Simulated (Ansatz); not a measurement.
Data:

SnO:
```yaml
crystal:
  lattice:
    - [3.10183, 0.00000, 0.00000]
    - [0.00000, 3.10183, 0.00000]
    - [0.00000, 0.00000, 3.10183]
  atoms:
    - { symbol: Sn, position: [0.00000, 0.00000, 0.00000] }
    - { symbol: O, position: [0.50000, 0.50000, 0.50000] }
```

This is the r²SCAN-relaxed structure.

### Question
All from DFT-r²SCAN in the program Ansatz with PAW potentials, unless another level is named. Estimate the bulk modulus (Birch–Murnaghan fit).

### Answer
111 GPa.

### Question
Predict the elastic constants (relaxed ions, GPa).

### Answer
C11 = 193, C12 = 68.2, C44 = -18.9.

Space group Pm-3m (CsCl type). A made-up cell: these elements were put on the sites of a structure type; neither database checked (COD, Materials Project) lists it. It is not the phase usual at ambient conditions (space group No. 129). The r²SCAN relaxation kept the symmetry of its start. At this level the phase is mechanically unstable. As this level gives no gap, shear constants depend on the k-mesh and smearing (Fermi–Dirac, 0.1 eV here). Spin–orbit coupling is left out wherever it is not named.

Potentials: the later of the program's two PAW sets.
